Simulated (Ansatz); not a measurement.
An Ansatz input (plane waves, PAW) for EuS2, relaxed from a fluorite start to space group I4/mmm (read at 0.02 Å) that has something wrong with it:

```yaml
crystal:
  lattice:
    - [0.0, 3.0021405882, 3.0021405882]
    - [8.3399746288, 3.0021405882, 3.0021405882]
    - [8.3399746288, 6.0042811764, 0.0]
  atoms:
    - { symbol: Eu, position: [0.0, 0.0, 0.0], spin: 6.0 }
    - { symbol: S, position: [0.2499582418, 0.2500417582, 0.0] }
    - { symbol: S, position: [0.7500417582, 0.7499582418, 0.0] }
    - { symbol: Eu, position: [0.0, 0.0, 0.5], spin: -6.0 }
    - { symbol: S, position: [0.2500417582, 0.2499582418, 0.5] }
    - { symbol: S, position: [0.7499582418, 0.7500417582, 0.5] }
basis:
  ecutwfc: 420
  ecutrho_ratio: 4
kpoints:
  mp_grid: { grid: [8, 8, 4] }
hamiltonian:
  xc: pbe
  hubbard: { sites: [{ species: S, l: g, u_eff: 30.0 }] }
scf:
  occupations: { method: gaussian, width: 0.05 }
  max_iter: 60
output:
  forces: true
  stress: true
magnetization:
  spin_polarized: true
```

Launched as:
```sh
ansatz run input.yaml --threads 2 --pin off --max-ram 2662MiB --backend cpu --events-out ev --progress --plain --runs-dir out
```

Task: What is wrong with it?

Result: A U on a shell that isn't there. Against the sound input: hamiltonian.hubbard: {"sites": [{"species": "Eu", "l": "f", "u_eff": 6.0}]} → {"sites": [{"species": "S", "l": "g", "u_eff": 30.0}]} (the cap on iterations is only a precaution).

What the program printed:

```
Error: YAML parse error: error: line 20 column 12: hamiltonian.hubbard: unknown variant `g`, expected one of `s`, `p`, `d`, `f`
  --> <input>:20:12
   |
```

The input was refused before any iteration. Run time: 0.02 s on 2 threads of Arm Neoverse V2 (shared host), peak memory 0.021 GiB. The run before the change (PBE+U (U_eff = 6 eV on Eu 4f), 420 eV, 8×8×4 mesh) gave:

| run | P (GPa) | gap on the mesh (eV) | cell moment (μB) | largest force component (eV/Å) |
| --- | --- | --- | --- | --- |
| sound | 0.0 | metal | 0.00 | 0.002 |

The two runs also differ in their start: the sound one had the moments 7.50, 0.00, 0.00, -7.50, 0.00, 0.00 μB typed, and went on from the state of an earlier run.

The start was a prototype's sites filled with these elements, not a measured cell.

Of that run: The run wasn't fully tested for a lower electronic state. A U of this size is made for insulators; in a metal, as here, it tends to take f weight out of the bonding and to swell the cell.
